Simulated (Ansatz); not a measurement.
A relaxed cell of ZrTi3C4 is given with its symmetry left out. The cell was found from a structure generator's guess, not taken from experiment.

Method: DFT PBE, scalar-relativistic, plane waves, PAW (Ansatz 0.2.0). Cutoff 420 eV, Γ-centred mesh, Gaussian smearing, no spin polarisation.

```
Zr Ti C
1.0
    -2.22426    2.22426    4.42912
     2.22426   -2.22426    4.42912
     2.22426    2.22426   -4.42912
Zr Ti C
1 3 4
Direct
  0.00000 0.00000 0.00000
  0.50000 0.50000 0.00000
  0.75000 0.25000 0.50000
  0.25000 0.75000 0.50000
  0.74394 0.74394 0.00000
  0.25606 0.25606 0.00000
  0.50000 0.00000 0.50000
  0.00000 0.50000 0.50000
```

Energies over the elements count from the elements' standard structures at the same level, with no fitted energy shifts.

(1) What space group does it have?

(2) What is its formation energy per atom?

(3) Is it a metal?

## Answers

(1) I4/mmm (No. 139), with Zr and Ti ordered on rock salt sites. Conventional cell: a = 4.449 Å, c = 8.858 Å. Zr is surrounded by 6 C at 2.22–2.27 Å and 12 Ti at 3.14–3.15 Å; Ti on a site of symmetry 4/mmm has 6 C at 2.16–2.22 Å, 8 Ti at 3.14 Å and 4 Zr at 3.15 Å; Ti on a site of symmetry -4m2 has 6 C at 2.21–2.22 Å, 4 Zr at 3.14 Å and 8 Ti at 3.14–3.15 Å; C on a site of symmetry 4mm is surrounded by 5 Ti at 2.16–2.22 Å and 1 Zr at 2.27 Å; 1 more site not described.

(2) −0.77 eV/atom.

(3) Yes, bands cross the Fermi level on the 12×12×12 mesh.

The last run used a 12×12×12 mesh for its 8-atom cell and Gaussian smearing of 0.10 eV. The reference form of C is held partly by dispersion forces, which this level lacks. A structure relaxed within its symmetry needn't be a true minimum. Another cell of ZrTi3C4 relaxed alike, in Cmmm, lies 13 meV/atom lower, so this cell isn't the stable form at this level.
